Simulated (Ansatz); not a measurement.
Total density of states per atom from PBE in the plane-wave PAW code Ansatz, in 0.25 eV bins, energy from the valence-band maximum:

| E (eV) | states/eV/atom |
|---|---|
| -7.85 | 0.00 |
| -7.60 | 0.00 |
| -7.35 | 0.00 |
| -7.10 | 0.00 |
| -6.85 | 0.00 |
| -6.60 | 0.00 |
| -6.35 | 0.00 |
| -6.10 | 0.00 |
| -5.85 | 0.00 |
| -5.60 | 0.00 |
| -5.35 | 0.00 |
| -5.10 | 0.00 |
| -4.85 | 0.06 |
| -4.60 | 0.50 |
| -4.35 | 1.39 |
| -4.10 | 1.25 |
| -3.85 | 2.14 |
| -3.60 | 3.22 |
| -3.35 | 1.73 |
| -3.10 | 1.16 |
| -2.85 | 0.51 |
| -2.60 | 1.56 |
| -2.35 | 6.49 |
| -2.10 | 3.53 |
| -1.85 | 1.64 |
| -1.60 | 1.35 |
| -1.35 | 1.15 |
| -1.10 | 1.03 |
| -0.85 | 0.95 |
| -0.60 | 0.92 |
| -0.35 | 0.89 |
| -0.10 | 0.53 |
| 0.15 | 0.00 |
| 0.40 | 0.00 |
| 0.65 | 0.00 |
| 0.90 | 0.00 |
| 1.15 | 0.01 |
| 1.40 | 0.02 |
| 1.65 | 0.03 |
| 1.90 | 0.07 |
| 2.15 | 0.12 |
| 2.40 | 0.17 |
| 2.65 | 0.22 |
| 2.90 | 0.28 |
| 3.15 | 0.39 |
| 3.40 | 0.45 |
| 3.65 | 0.53 |
| 3.90 | 0.57 |
| 4.15 | 0.54 |
| 4.40 | 0.45 |
| 4.65 | 0.15 |
| 4.90 | 0.00 |
| 5.15 | 0.13 |
| 5.40 | 0.42 |

Question: Which of these materials gives this?
A) MgS, rock salt
B) AgBr, rock salt
C) HfC, rock salt
D) BiB, rock salt

Answer: B, AgBr, rock salt. Top 1 eV of the valence band: Br 4p 55 %, Ag 4d 42 %. Bottom 1 eV of the conduction band: Ag 5s 65 %, Br 4s 19 %, Br 4p 14 %. Projections are on Löwdin-orthogonalised atomic valence shells; empty p or d shells of many metals are not among them.

Space group Fm-3m (rock salt). The PBE relaxation kept the symmetry of its start. The run is not spin-polarised. Spin–orbit coupling is left out wherever it is not named.

Potentials: the later of the program's two PAW sets.
